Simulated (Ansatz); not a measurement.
TiRe (CsCl type, Pm-3m), PBE (plane waves, PAW; program Ansatz), all energies at zero smearing, with the estimated change up to a 700 eV cutoff added, with one set of potentials and settings (totals compare only within such a set). Cell of 2 atoms (1 Ti, 1 Re): -13368.508 eV.

```json
[
 {"element": "Ti", "reference phase": "P6/mmm, 3 atoms in the cell", "E (eV/atom)": "-2499.6739"},
 {"element": "Re", "reference phase": "P6_3/mmc, 2 atoms in the cell", "E (eV/atom)": "-10868.0812"}
]
```

Formation energy per atom, worked out: (-13368.508 − 1×(-2499.6739) − 1×(-10868.0812))/2 = -0.376 eV/atom (-36 kJ per mol of atoms), at 0 K, without zero-point energy or fitted corrections.

The workflow started from a Materials Project entry (that database holds measured and hypothetical structures alike); the Crystallography Open Database files this formula in space group No. 221, but the cells were not matched. Whether it is the stable phase at ambient conditions was not checked. Symmetry was held in the PBE relaxation; its stability against distortions is not shown here. No spin polarisation was allowed. The references are the lowest solids computed at this level, not always the standard phases. Scalar-relativistic: spin–orbit coupling is off unless named, which matters more the heavier the elements.

Potentials: the later of the program's two PAW sets.
